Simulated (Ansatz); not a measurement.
**Structures of Si3Se2: which is lowest?**

Plane-wave DFT in Ansatz with scalar-relativistic PAW potentials, cutoff 420 eV, Γ-centred meshes chosen by cell and gap, Gaussian smearing with energies taken to zero width. Every cell was relaxed (cell and atoms) in a run of its own, within the symmetry of its start. Functional: PBE.

Relaxed structures (starts from databases or built by putting these elements on another compound's sites):
A. R-3c, 10 atoms in the computed cell, a = 7.231 Å, c = 18.979 Å; sites (symmetry × multiplicity) Si .2 × 18, Se 3. × 12; start: built
B. R-3m, 5 atoms in the computed cell, a = 3.736 Å, c = 24.324 Å; sites (symmetry × multiplicity) Si -3m × 3 + 3m × 6, Se 3m × 6; start: built

Task: Rank them by energy. Could pressure change the order?

Result:
| structure | group | E − E(lowest) (meV/atom) | V (Å³/atom) | gap on mesh (eV) |
| --- | --- | --- | --- | --- |
| B | R-3m | 0.0 | 19.60 | 0.00 |
| A | R-3c | 477 | 28.65 | 0.00 |

B is lowest, 477 meV/atom under A. The lowest is also the densest of these, so pressure wouldn't bring one of the others in at first order. Other structures may lie lower than all of these, and vibrations aren't counted.

Spin polarisation was left out, and a magnetic state may lie lower.